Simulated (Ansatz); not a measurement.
# Ansatz 0.2.0, settings compared: In₂SbO₆

Run with:

```bash
ansatz run input.yaml --threads 1 --pin off --max-ram 2560MiB --backend cpu --events-out ev --progress --plain --runs-dir out
```

The input file (Ansatz 0.2.0, plane waves):

```yaml
crystal:
  lattice:
    - [0.0, 3.983364, 0.0]
    - [6.711244, -1.991682, 0.0]
    - [1.252003, 0.0, -4.960609]
  atoms:
    - { symbol: O, position: [0.4171, 0.8342, 0.8339] }
    - { symbol: O, position: [0.5829, 0.1658, 0.1661] }
    - { symbol: O, position: [0.6963, 0.3926, 0.5987] }
    - { symbol: O, position: [0.3037, 0.6074, 0.4013] }
    - { symbol: Sb, position: [0.5, 0.0, 0.5] }
    - { symbol: O, position: [0.9309, 0.8618, 0.3798] }
    - { symbol: O, position: [0.0691, 0.1382, 0.6202] }
    - { symbol: In, position: [0.80844, 0.61688, 0.24275] }
    - { symbol: In, position: [0.19156, 0.38312, 0.75725] }
  symmetry: { tolerance: 0.0003 }
kpoints:
  mp_grid: { grid: [5, 5, 4], shift: [0, 0, 0] }
magnetization:
  spin_polarized: false
scf:
  occupations: { method: fermi_dirac }
hamiltonian:
  pseudopotentials: { kind: paw }
  xc: pbe
basis:
  ecutwfc: 420
output:
  forces: true
  stress: true
  eigenvalues: true
```

Origin of the cell: a known structure type with other elements, at an estimated volume, so it need not be a known compound.

The smearing width isn't typed, so it takes its default of 0.1 eV.

Output of this run (shortened):

```
SCF iter   1: F=—  HF=-21074.926165 eV  Δρ=6.45e-3  dr2=4.53e-2  defer=23
SCF iter   2: F=—  HF=-21074.924817 eV  Δρ=2.64e-3  dr2=5.07e-3  defer=37
SCF iter   3: F=—  HF=-21074.924249 eV  Δρ=9.34e-4  dr2=1.59e-3  defer=37
SCF iter   4: F=—  HF=-21074.924152 eV  Δρ=4.84e-4  dr2=3.66e-4  defer=37
SCF iter   5: F=—  HF=-21074.924120 eV  Δρ=1.59e-4  dr2=4.71e-5  defer=37
SCF iter   6: F=—  HF=-21074.924068 eV  Δρ=5.77e-5  dr2=5.32e-6  defer=37
SCF iter   7: F=—  HF=-21074.924068 eV  Δρ=1.73e-5  dr2=5.20e-7  defer=37
SCF iter   8: F=-21074.924068 eV  HF=-21074.924068 eV  Δρ=6.21e-6  dr2=6.98e-8
SCF 1 converged in 8 iterations: F = -21074.924068 eV  dr2 = 6.98e-8
SCF converged after 8 iterations
Free energy (F): -21074.924068 eV
Harris-Foulkes:  -21074.924068 eV  (|F-HF|=5.29e-8)
Internal energy: -21074.712178 eV  (E = F + TS)
E sigma→0 (E₀):  -21074.818123 eV
Entropy (-TS):   -0.211890 eV (-23.543 meV/atom)
Fermi energy:    6.232678 eV
--- Per-component energies (eV) ---
  E_band       = -347.673833
  E_kinetic    = 1740.134746
  E_local      = -6541.809752  (includes V_loc(G=0)·N_el)
  E_nonlocal   = 1400.882407
  E_hartree    = 2620.978102
  E_xc         = -1003.652546
  E_vxc        = -849.765024  (∫ρ·V_xc dr)
  E_paw        = -13848.278967  (= ΣΔE_a)
  E_vpaw       = -1339.083086  (= ΣTr[D̂ρ^β])
  E_aug_tail   = 0.014358  (compensation charges beyond the density's cutoff)
  E_ewald      = -5442.980526
  E_smearing   = -0.211890  (= −TS)
  Σ components = -21074.924068   (vs F -21074.924068, Δ=0.00e0)
--- Forces (eV/Å), atoms counted from 1 ---
  atom   1  O     -2.080447     0.000000    -3.092425
  atom   2  O      2.080447     0.000000     3.092425
  atom   3  O     -0.536561     0.000000    -2.113318
  atom   4  O      0.536561     0.000000     2.113318
  atom   5  Sb     0.000000     0.000000     0.000000
  atom   6  O      3.021521     0.000000    -0.875140
  atom   7  O     -3.021521     0.000000     0.875140
  atom   8  In    -0.690963     0.000000     1.241427
  atom   9  In     0.690963     0.000000    -1.241427
  max |Σ_I F_I| component: 0.00e0 eV/Å
--- Stress (GPa, compression-positive) ---
       11.081402       0.000000       3.445141
        0.000000      -6.574882       0.000000
        3.445142       0.000000      12.424529
  P = ⅓ Tr σ = 5.6437 GPa (56.437 kbar)
```

The same input was run again with these changes:

1. `scf.eigensolver.kind` default → davidson; `basis.precision` default → f64; `kpoints.mp_grid.grid` [5, 5, 4] → [2, 2, 1]
2. `scf.lower_state_search` default → light; `kpoints.mp_grid.shift` [0, 0, 0] → [0.5, 0.5, 0.5]; `kpoints.mp_grid.grid` [5, 5, 4] → [2, 2, 2]
3. `magnetization` { spin_polarized: false } → { spin_polarized: true } (starts: random); typed moments: O1 0.5, O2 0.5, O3 0.5, O4 0.5, Sb5 -2, O6 1, O7 0.5, In8 -1, In9 -0.5
4. `scf.algorithm` default → direct_min

```tsv
run	end	SCF iterations	P (GPa)	max force component (eV/Å)	moment (μB)	ΔE(σ→0) (meV/atom)
base	converged	8	5.64	3.092	–	0
1	converged	9	5.84	3.201	–	-6.14
2	converged	9	5.58	3.109	–	4.53
3	converged	22	5.79	3.072	0.77	-2.79
4	converged	6	5.64	3.093	–	0.00
```

Energies are compared only where functional, datasets, charge and starting cell are the same.

Not properties of the system: run 1 (too coarse or loose: `kpoints.mp_grid.grid` = [2, 2, 1]), run 2 (too coarse or loose: `kpoints.mp_grid.grid` = [2, 2, 2]).

Caveats of the base run: no moments, though an odd count or open d shells may carry them; no spin-orbit coupling, though heavy elements are present; the k mesh is coarse if the cell is a metal.

Run 2: the k mesh keeps only part of the crystal's symmetry.
Run 3: a starting moment was lost; one start, so the magnetic state may not be the lowest.

The base run took 11 s on 1 thread of Intel(R) Xeon(R) Platinum 8375C CPU @ 2.90GHz (Ice Lake), on a shared host, peak memory 0.54 GiB, from the program's own first density.
